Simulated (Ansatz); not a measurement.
A distorted cell of BN (h-BN type, space group P6_3/mmc):

```
CELL_PARAMETERS angstrom
      2.50644     0.00000     0.00000
     -1.25322     2.17064     0.00000
      0.00000     0.00000     6.61469
ATOMIC_POSITIONS crystal
  B  0.33333 0.66667 0.25000
  B  0.66667 0.33333 0.75000
  N  0.33333 0.66667 0.75000
  N  0.56373 0.33333 0.25000
```

All values below come from PBE-D3(BJ) (plane waves to 420 eV, PAW, scalar-relativistic; Ansatz, a first-principles code). k mesh 12×12×4 (Γ-centred), Fermi-Dirac smearing 0.05 eV. The energy includes the smearing's −TS. Stress and pressure are positive under compression. BN was relaxed with its symmetry unable to fall.

Q: What forces act on the atoms (eV/Å, Cartesian)?

A: 
| atom | Fx | Fy | Fz |
|---|---|---|---|
| B1 | -11.216 | 4.855 | 0.000 |
| B2 | -0.002 | -0.004 | 0.000 |
| N3 | -0.022 | 0.021 | 0.000 |
| N4 | 11.239 | -4.871 | 0.000 |

Q: Give the stress tensor in GPa and the pressure.

A: 
```
   24.3    -19.7      0.0
  -19.7     14.7      0.0
    0.0      0.0      0.1
```
The pressure, a third of the trace, is 13.0 GPa.

Q: In it atom 4 sits (-0.258, 0.000, 0.000) Å away from its relaxed site. What is its energy relative to the relaxed cell?

A: 1409 meV/cell.

(A displaced cell: forces are minus the slopes of the energy, force constants its curvatures, and phonons follow from these.)
